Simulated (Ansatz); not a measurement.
Relaxed candidate structures of MgTe₂:

A. Pnnm (No. 58), oP6, AFLOW prototype AB2_oP6_58_a_g (C18, as in FeS2); a = 5.8072 Å, b = 7.1062 Å, c = 4.4402 Å, α = β = γ = 90.00°; Te 4g (0.191, 0.617, 0.000); Mg 2a (0.000, 0.000, 0.000)

B. P4₂/nmc, origin choice 1 (No. 137), tP6; a = 5.498 Å, b = 5.498 Å, c = 6.079 Å, α = 90.00°, β = 90.00°, γ = 90.00°; Mg 2b (0.000, 0.000, 0.500); Te 4d (0.000, 0.500, 0.147)

C. Pa-3 (No. 205), cP12, AFLOW prototype AB2_cP12_205_a_c (C2, as in FeS2); a = 7.0852 Å, b = 7.0852 Å, c = 7.0852 Å, α = 90.00°, β = 90.00°, γ = 90.00°; Mg 4a (0.000, 0.000, 0.000); Te 8c (0.387, 0.387, 0.387)

D. P6/mmm (No. 191), hP3; a = 5.3711 Å, b = 5.3711 Å, c = 4.3119 Å, α = 90.00°, β = 90.00°, γ = 120.00°; Mg 1a (0.000, 0.000, 0.000); Te 2c (0.333, 0.667, 0.000)

E. Fd-3m, origin choice 1 (No. 227), cF48, AFLOW prototype AB2_cF48_227_c_e (as in Ti2C); a = 11.135 Å, b = 11.135 Å, c = 11.135 Å, α = 90.00°, β = 90.00°, γ = 90.00°; Mg 16c (0.125, 0.125, 0.125); Te 32e (0.386, 0.386, 0.386)

F. I4₁/amd, origin choice 1 (No. 141), tI12; a = b = 5.8043 Å, c = 9.9317 Å, α = β = γ = 90.00°; Te 8e (0.000, 0.000, 0.313); Mg 4a (0.000, 0.000, 0.000)

Problem. Order them by energy per atom (lowest first) at the level r2SCAN (plane waves to 500 eV, PAW, scalar-relativistic; Ansatz, a first-principles code).

Solution. C (reference, the lowest of the structures calculated here), A (+0.040 eV/atom), F (+0.28 eV/atom), B (+0.31 eV/atom), E (+0.45 eV/atom), D (+0.77 eV/atom)

Problem. Which candidates are metallic at this level, and what gaps do the others have?

Solution. No gap: B, D, E, F. A: 1.05 eV (no spin-orbit coupling); C: 1.41 eV (no spin-orbit coupling).

Each run could gain symmetry but not lose that of its start, so entries can be saddle points. From databases, or of a type measured for this composition: Pa-3, cP12, AFLOW prototype AB2_cP12_205_a_c (C2, as in FeS2); the others are generated cells (placed on structure types, drawn at random, substituted or restacked) that were not matched to a known phase here. Static energies at zero pressure. No spin polarisation in the result. Spin-orbit coupling is missing; with elements this heavy it can move band edges by tenths of an eV or more. Gaps of cells over 8 atoms come from the SCF mesh and high-symmetry points alone.
